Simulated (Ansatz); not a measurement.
CdBr₂: two-dimensional strain map

Computed with DFT PBEsol, scalar-relativistic, plane waves, PAW in Ansatz. Settings: plane waves to 420 eV, k-mesh 6×6×6 (Γ-centred), Gaussian smearing 0.05 eV. No spin polarisation. Energies are free energies at this smearing, counted from the undisturbed cell; pressure is positive in compression.

Reference structure (as given, not relaxed at this level; it stands at 0.6 GPa, and it needn't be the usual structure):

```
CELL_PARAMETERS angstrom
1.97500 1.14027 6.22333
-1.97500 1.14027 6.22333
0.00000 -2.28053 6.22333
ATOMIC_POSITIONS crystal
Cd 0.00000 0.00000 0.00000
Br 0.25000 0.25000 0.25000
Br 0.75000 0.75000 0.75000
```

The cell holds layers and no dispersion correction was added, so their binding is poorly described.

The cell is strained by p along both x and y and by q along z, fractional coordinates fixed. Points are written (p, q).

p was sampled at -0.030, -0.015, 0.000, 0.015, 0.030 and q at -0.030, -0.015, 0.000, 0.015, 0.030.

Where on the computed points is the energy highest, and how high?

At (-0.030, -0.030): 47.3 meV/atom.

Away from (0, 0), which computed point is lowest?

(0.000, 0.015): -0.6 meV/atom.

The map, in meV/atom:

| p \ q | -0.030 | -0.015 | 0.000 | 0.015 | 0.030 |
| --- | --- | --- | --- | --- | --- |
| -0.030 | 47.3 | 34.6 | 24.9 | 17.9 | 13.7 |
| -0.015 | 22.6 | 13.7 | 7.6 | 4.1 | 2.9 |
| 0.000 | 8.4 | 3.0 | 0.0 | -0.6 | 1.1 |
| 0.015 | 3.5 | 1.1 | 0.9 | 3.0 | 7.0 |
| 0.030 | 6.8 | 7.0 | 9.4 | 13.7 | 19.9 |